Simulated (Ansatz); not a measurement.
ZrC: single point with Ansatz

System: ZrC (rock salt type), 2 atoms in the cell.

Ansatz input (lattice in Å, positions in fractions of it)
```yaml
crystal:
  lattice:
    - [0, 2.355, 2.355]
    - [2.355, 0, 2.355]
    - [2.355, 2.355, 0]
  atoms:
    - { symbol: Zr, position: [0, 0, 0] }
    - { symbol: C, position: [0.5, 0.5, 0.5] }
kpoints:
  mp_grid: { grid: [8, 8, 8] }
hamiltonian:
  xc: pbe
  pseudopotentials: { kind: paw, source: ansatz }
scf:
  occupations: { method: fermi_dirac, width: 0.1 }
  convergence: { dr2_threshold: "1e-10 eV" }
  max_iter: 300
  n_bands: 24
output:
  forces: true
  stress: true
  eigenvalues: true
```

Level of theory: PBE, plane waves, PAW datasets (earlier set, tuned by hand) (Ansatz 0.2.0 development build).

Results

```yaml
Plane-wave_cutoff_used: 820 eV
Pressure: -0.10 GPa
Smearing_term_TS: 5.1 meV/atom
Valence_electrons: 16
Irreducible_k-points: 29
CPU_time: of the order of 2 core-seconds on a shared host
```

Stress tensor in GPa, compression positive:
```
-0.10  0.00  0.00
 0.00 -0.10  0.00
 0.00  0.00 -0.10
```

The stress includes the program's correction for the finite plane-wave basis.

The k-mesh is modest, so these values aren't fully converged in k.
